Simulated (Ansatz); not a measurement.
KF:
```cif
data_FK
_chemical_formula_sum 'K1 F1'
_space_group_name_H-M_alt 'P 1'
_space_group_IT_number 1
_cell_length_a 3.17935
_cell_length_b 3.17935
_cell_length_c 3.17935
_cell_angle_alpha 90.000
_cell_angle_beta 90.000
_cell_angle_gamma 90.000
loop_
_space_group_symop_operation_xyz
  'x, y, z'
loop_
_atom_site_label
_atom_site_type_symbol
_atom_site_fract_x
_atom_site_fract_y
_atom_site_fract_z
_atom_site_occupancy
K1 K 0.00000 0.00000 0.00000 1
F1 F 0.50000 0.50000 0.50000 1
```

Relaxed with r²SCAN.

### Question
Tabulate the valence density and the electron localisation function along the shortest K–K contact (3.18 Å), r²SCAN in the plane-wave PAW code Ansatz.

### Answer


| distance from K (Å) | density (e/Å³) | ELF |
|---|---|---|
| 0.32 | 4.08 | 0.75 |
| 0.48 | 3.36 | 0.85 |
| 0.64 | 2.21 | 0.88 |
| 0.79 | 1.19 | 0.86 |
| 0.95 | 0.55 | 0.79 |
| 1.11 | 0.24 | 0.57 |
| 1.27 | 0.10 | 0.20 |
| 1.43 | 0.05 | 0.02 |
| 1.59 | 0.04 | 0.01 |
| 1.75 | 0.05 | 0.02 |
| 1.91 | 0.10 | 0.20 |
| 2.07 | 0.24 | 0.57 |
| 2.23 | 0.55 | 0.79 |
| 2.38 | 1.19 | 0.86 |
| 2.54 | 2.21 | 0.88 |
| 2.70 | 3.36 | 0.85 |
| 2.86 | 4.08 | 0.75 |

The density is the valence pseudo-density with augmentation charge, so density and ELF within about 1 Å of a nucleus are not all-electron values.

Space group Pm-3m (CsCl type). The workflow started from a Materials Project entry (that database holds measured and hypothetical structures alike); the Crystallography Open Database copy checked does not list it. It is not the phase usual at ambient conditions (space group No. 225). The r²SCAN relaxation kept the symmetry of its start; phonons on a q-mesh show no instability.

Potentials: the later of the program's two PAW sets.
